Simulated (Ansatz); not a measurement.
A 4-atom cell of Cl (Cmce) from a materials database, relaxed with r2SCAN+rVV10, was run in the PAW code Ansatz under altered settings. All numbers are computed, without spin polarisation but where a row says otherwise.

```
CELL_PARAMETERS angstrom
3.12524 -2.00725 0.00000
3.12524 2.00725 0.00000
0.00000 0.00000 8.14656
ATOMIC_POSITIONS crystal
Cl 0.87564 0.12436 0.60748
Cl 0.12436 0.87564 0.39252
Cl 0.62436 0.37564 0.10748
Cl 0.37564 0.62436 0.89252
```

The base run's other keys:
```yaml
kpoints:
  mp_grid: { grid: [4, 4, 2] }
hamiltonian:
  xc: hse06
scf:
  occupations: { method: fixed }
  n_extra_bands: 5
```

It takes 12 iterations with 1987 plane waves at 420 eV and 14 k points, and leaves a mean stress of +0.98 GPa. The gap over this mesh is 3.796 eV. It ran on 4 threads of Arm Neoverse V2 (shared host).

Outcomes, with energy and stress as changes against the base:

| setting | outcome | ΔF (meV/atom) | Δ mean stress (GPa) | gap on the mesh (eV) | iterations | wall time |
| --- | --- | --- | --- | --- | --- | --- |
| PBE hybrid, exx coeff 0.15, omega 0.3 1/Å | converged | – | +0.5 | 2.986 | 10 | 8 s |
| PBE hybrid, exx coeff 0.3, omega 0.3 1/Å | converged | – | -0.2 | 3.794 | 14 | 9.4 s |
| PBE hybrid, exx coeff 0.1, omega 0.1 1/Å | converged | – | +0.7 | 2.978 | 9 | 7.8 s |
| PBE hybrid, exx coeff 1.5, unscreened | refused | – | – | – | – | 0.02 s |
| kpoints.mp_grid.grid: [2, 2, 2] | converged | +41 | +0.6 | 3.823 | 12 | 3.4 s |

A dash marks a value that wasn't obtained or can't be compared. Stress is positive in compression. The base took 8.2 s. The base's mesh is coarse for a hybrid, so its own values aren't converged.

- PBE hybrid, exx coeff 0.15, omega 0.3 1/Å. That is 15 % exact exchange, screened with ω = 0.3 1/Å, against HSE06's 25 % screened at 0.208 1/Å. The mean stress moves by +0.5 GPa and the gap on the mesh by -0.810 eV (to 2.986). Totals of different functionals aren't comparable.
- PBE hybrid, exx coeff 0.3, omega 0.3 1/Å. That is 30 % exact exchange, screened with ω = 0.3 1/Å, against HSE06's 25 % screened at 0.208 1/Å. The mean stress moves by -0.2 GPa and the gap on the mesh by -0.001 eV (to 3.794). Totals of different functionals aren't comparable.
- PBE hybrid, exx coeff 0.1, omega 0.1 1/Å. That is 10 % exact exchange, screened with ω = 0.1 1/Å, against HSE06's 25 % screened at 0.208 1/Å. The mean stress moves by +0.7 GPa and the gap on the mesh by -0.817 eV (to 2.978). Totals of different functionals aren't comparable. The program warns that on this mesh the truncation of the exchange isn't bounded, so part of the change can be an error of the mesh.
- PBE hybrid, exx coeff 1.5, unscreened. It is rejected at once. Error: invalid value for `hamiltonian.xc.exx.coeff`: must be finite and in (0, 1]; got 1.5
- kpoints.mp_grid.grid: [2, 2, 2]. The free energy moves by +41 meV an atom, the mean stress by +0.6 GPa (single components by up to 2.2) and the gap on the mesh by +0.028 eV (to 3.823). The mesh is too coarse.

The stress of a hybrid is loosely converged in these runs.

The meshes of the hybrids are coarse, so their gaps aren't converged to the digits shown.
